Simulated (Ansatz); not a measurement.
Input:

TiAl₂:
```
CELL_PARAMETERS angstrom
     -1.96758     1.96758    12.05463
      1.96758    -1.96758    12.05463
      1.96758     1.96758   -12.05463
ATOMIC_POSITIONS crystal
  Ti 0.67203 0.17203 0.50000
  Ti 0.92203 0.92203 0.00000
  Ti 0.07797 0.07797 0.00000
  Ti 0.82797 0.32797 0.50000
  Al 0.41353 0.41353 0.00000
  Al 0.16353 0.66353 0.50000
  Al 0.33647 0.83647 0.50000
  Al 0.58647 0.58647 0.00000
  Al 0.25011 0.25011 0.00000
  Al 0.00011 0.50011 0.50000
  Al 0.49989 0.99989 0.50000
  Al 0.74989 0.74989 0.00000
```

This is the PBEsol-relaxed structure.

All from plane-wave PAW PBEsol (Ansatz code), unless another level is named. Give the density of states at the Fermi level.

0.34 states/eV per atom (mean over ±0.08 eV).

Next, the formation energy from the elements (no fitted shifts)?

-0.43 eV/atom.

Space group I4_1/amd. The first step of the workflow began from a Materials Project structure, measured or hypothetical; the Crystallography Open Database copy checked does not list it. COD files the formula under space group No. 65. With Ti and Al taken as one species the cell has the higher symmetry Fm-3m, so it may be an ordered model of a mixed-site phase. Whether it is the stable phase at ambient conditions was not checked. The PBEsol relaxation kept the symmetry of its start; whether a distortion lowers the energy is not shown. The run is not spin-polarised. The references are the lowest solids computed at this level, not always the standard phases.

Potentials: the later of the program's two PAW sets.
